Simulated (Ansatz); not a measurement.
BaMgF₄:
```yaml
crystal:
  lattice:
    - [2.04551, -7.28401, 0.00000]
    - [2.04551, 7.28401, 0.00000]
    - [0.00000, 0.00000, 5.82284]
  atoms:
    - { symbol: Ba, position: [0.65068, 0.34932, 0.14629] }
    - { symbol: Ba, position: [0.34932, 0.65068, 0.64629] }
    - { symbol: Mg, position: [0.91556, 0.08444, 0.18983] }
    - { symbol: Mg, position: [0.08444, 0.91556, 0.68983] }
    - { symbol: F, position: [0.42091, 0.57909, 0.20373] }
    - { symbol: F, position: [0.57909, 0.42091, 0.70373] }
    - { symbol: F, position: [0.80279, 0.19721, 0.38125] }
    - { symbol: F, position: [0.19721, 0.80279, 0.88125] }
    - { symbol: F, position: [0.02844, 0.97156, 0.00856] }
    - { symbol: F, position: [0.97156, 0.02844, 0.50856] }
    - { symbol: F, position: [0.16362, 0.83638, 0.41982] }
    - { symbol: F, position: [0.83638, 0.16362, 0.91982] }
```

Relaxed with PBEsol. Independent-particle spectrum: no excitons, no local fields, no scissors shift; 0.1 eV broadening; ε₁ of the summed bands alone.

Question: Tabulate the dielectric function from DFT-PBEsol in the program Ansatz with PAW potentials.

Answer: 

```tsv
E (eV)	ε₁ xx	ε₂ xx	ε₁ yy	ε₂ yy	ε₁ zz	ε₂ zz
0.0	2.24	0.00	2.14	0.00	2.22	0.00
0.4	2.24	0.00	2.15	0.00	2.22	0.00
0.8	2.24	0.00	2.15	0.00	2.22	0.00
1.2	2.25	0.00	2.15	0.00	2.23	0.00
1.6	2.26	0.00	2.16	0.00	2.24	0.00
2.0	2.27	0.00	2.17	0.00	2.25	0.00
2.4	2.29	0.00	2.19	0.00	2.27	0.00
2.8	2.31	0.00	2.21	0.00	2.29	0.00
3.2	2.33	0.00	2.23	0.00	2.31	0.00
3.6	2.36	0.00	2.26	0.00	2.34	0.00
4.0	2.40	0.00	2.29	0.00	2.37	0.00
4.4	2.44	0.00	2.33	0.00	2.41	0.00
4.8	2.48	0.00	2.37	0.00	2.46	0.00
5.2	2.54	0.00	2.42	0.00	2.52	0.00
5.6	2.61	0.00	2.49	0.00	2.59	0.00
6.0	2.70	0.00	2.58	0.00	2.68	0.00
6.4	2.81	0.00	2.69	0.00	2.79	0.00
6.8	2.98	0.00	2.86	0.00	2.96	0.00
7.2	3.28	0.17	3.15	0.19	3.24	0.15
7.6	3.33	0.36	3.23	0.40	3.35	0.33
8.0	3.45	0.46	3.35	0.57	3.53	0.47
8.4	3.74	0.57	3.53	0.81	3.82	0.69
8.8	3.94	1.20	3.71	1.64	4.19	1.34
9.2	4.25	1.61	3.37	1.50	3.71	2.12
9.6	3.99	2.44	3.13	2.07	3.87	2.19
10.0	3.19	2.57	2.81	2.41	2.96	3.38
10.4	3.33	3.83	2.58	3.39	2.01	3.60
10.8	1.56	3.77	1.51	2.93	1.56	3.10
11.2	0.94	2.76	1.02	2.18	0.91	2.31
11.6	0.88	2.42	0.69	1.57	0.81	2.27
12.0	0.87	2.00	1.12	1.19	0.79	1.64
```

Question: From ε at 8.0 eV (xx: 3.45 + 0.46i), find n, k, the normal reflectivity and the absorption coefficient.

Answer: n = 1.86, k = 0.124, R = 9 %, α = 2kE/ħc = 100000 cm⁻¹.

With all bands, ε∞ without local fields is 2.48 (xx), 2.42 (yy), 2.47 (zz). DFPT, with local fields, gives 2.39 (xx), 2.29 (yy), 2.36 (zz).

Space group Cmc2_1. The first step of the workflow began from a Materials Project structure, measured or hypothetical; the Crystallography Open Database files this formula in space group No. 36, but the cells were not matched. Whether it is the stable phase at ambient conditions was not checked. The PBEsol relaxation kept the symmetry of its start; whether a distortion lowers the energy is not shown. Scalar-relativistic: spin–orbit coupling is off unless named, which matters more the heavier the elements.

Potentials: the later of the program's two PAW sets.
